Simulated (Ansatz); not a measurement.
input.yaml (Ansatz)

```yaml
crystal:
  lattice:
    - [4.9551073367, 0.0, 0.0]
    - [-2.4775536684, 4.2912488321, 0.0]
    - [0.0, 0.0, 2.7149448905]
  atoms:
    - { symbol: Nb, position: [1.0, 0.0, 0.0] }
    - { symbol: Nb, position: [0.3333333333, 0.6666666667, 0.5] }
    - { symbol: Nb, position: [0.6666666667, 0.3333333333, 0.5] }
hamiltonian:
  xc: blyp
  pseudopotentials:
    kind: paw
    azcp:
      Nb: "pseudopotentials/Nb.paw.azcp"
basis:
  ecutwfc: 420
  fft_grid_basis: typed
kpoints:
  mp_grid: { grid: [10, 10, 15], shift: [0, 0, 0] }
magnetization:
  spin_polarized: false
scf:
  occupations: { method: fermi_dirac, width: 0.1 }
```

and its output:

```
Engine: ansatz 0.2.0, aarch64-unknown-linux-gnu
Pseudopotentials: kind: paw
Pseudopotential: Nb, paw, valence charge 13, recommended cutoff 420 eV (normal) 
Functional definition: BLYP
  parameter beta = 0.0042
  parameter a = 0.04918
  parameter b = 0.132
  parameter c = 0.2533
  parameter d = 0.349
  exchange = b88_x(beta = beta)
  correlation = lyp_c(a = a, b = b, c = c, d = d)
Crystal: 3 atoms, lattice volume = 57.729 Å³
Basis set: ecut = 420 eV, 1119 PW (Γ), exchange–correlation on 72×72×40 points (8 copies of the dense FFT grid, shifted against one another)
Bands: 24, of which v1, the nominal top of the filled ones, is band 20 counted from 1 (19 counted from 0)
Symmetry: 24 space group operations
Space group: P6/mmm (ITA 191), of the structure as read, at distance tolerance 3.9e-5 Å
k-points: 112 of 1500
Non-local potential: Nb, projectors of the file, l = 0: 3, l = 1: 2, l = 2: 2, l = 3: 1
PAW form: soft (Blöchl's): semilocal exchange-correlation on the pseudo side does not see the compensation charge
PAW frozen core: Nb, regenerated for the run's functional, and the local potential with it (the file was generated under x = pbe(κ = 0.804, μ = 0.2195149727645171), c = pbe(β = 0.06672455060314922))
PAW one-centre angular grid: Nb, 590 points (default); XC on 64 Gauss nodes
Initial density: superposition of atomic densities (neutral atoms: chi_scale 0, normalization atom), corrected by the library's trained network
Initial wavefunctions: pseudopotential atomic-orbital guess
Functional: x = b88, c = lyp
SCF iter   1: F=—  HF=-13694.860234 eV  |F-HF|=—  |Δ(HF+E_count)|=         —  Δρ=1.05e-2  dr2=6.93e-2  ethr=1.77e-3  ⟨swp⟩=5.0  Hψ=10785  notcnv=0
SCF iter   2: F=—  HF=-13694.848044 eV  |F-HF|=—  |Δ(HF+E_count)|=   1.22e-2  Δρ=5.93e-3  dr2=2.08e-2  ethr=1.78e-4  ⟨swp⟩=1.1  Hψ=3616  notcnv=0
SCF iter   3: F=—  HF=-13694.844480 eV  |F-HF|=—  |Δ(HF+E_count)|=   3.56e-3  Δρ=1.02e-3  dr2=4.47e-4  ethr=5.33e-5  ⟨swp⟩=3.0  Hψ=5078  notcnv=0
SCF iter   4: F=—  HF=-13694.844636 eV  |F-HF|=—  |Δ(HF+E_count)|=   1.57e-4  Δρ=1.46e-4  dr2=8.19e-6  ethr=1.15e-6  ⟨swp⟩=2.0  Hψ=3535  notcnv=0
SCF iter   5: F=—  HF=-13694.844649 eV  |F-HF|=—  |Δ(HF+E_count)|=   1.29e-5  Δρ=3.59e-5  dr2=6.13e-7  ethr=2.10e-8  ⟨swp⟩=2.0  Hψ=4812  notcnv=0
SCF iter   6: F=-13694.844649 eV  HF=-13694.844649 eV  |F-HF|=1.34e-8  |Δ(HF+E_count)|=   2.12e-7  Δρ=7.34e-6  dr2=2.56e-8  ethr=2.56e-10  ⟨swp⟩=2.4  Hψ=5408  notcnv=0
SCF 1 converged in 6 iterations: F = -13694.844649 eV  dr2 = 2.56e-8
SCF converged after 6 iterations
Free energy (F): -13694.844649 eV
Harris-Foulkes:  -13694.844649 eV  (|F-HF|=1.34e-8)
Internal energy: -13694.736008 eV  (E = F + TS)
E sigma→0 (E₀):  -13694.790329 eV
Entropy (-TS):   -0.108641 eV (-36.214 meV/atom)
Fermi energy:    17.194972 eV
--- Per-component energies (eV) ---
  E_band       = -236.421571
  E_kinetic    = 1182.782707
  E_local      = -2228.271862  (includes V_loc(G=0)·N_el)
  E_nonlocal   = 361.844190
  E_hartree    = 697.342924
  E_xc         = -516.144156
  E_vxc        = -624.803716  (∫ρ·V_xc dr)
  E_paw        = -9268.882988  (= ΣΔE_a)
  E_vpaw       = -322.662820  (= ΣTr[D̂ρ^β])
  E_aug_tail   = 0.000026  (compensation charges beyond the density's cutoff)
  E_ewald      = -3923.667261
  E_core_change = 0.260410  (= ΣΔE_core)
  E_smearing   = -0.108641  (= −TS)
  E_closure    = 0.000000  (closes the sum)
  Σ components = -13694.844649   (vs F -13694.844649, Δ=0.00e0)
```

Command:

```sh
ansatz run input.yaml --threads 2 --pin off --max-ram 5120MiB --backend cpu --events-out ev --progress --plain --runs-dir out
```

On 2 threads of Arm Neoverse V1 (shared host) this took about 2.9 s of wall time and 5.7 s of CPU time.
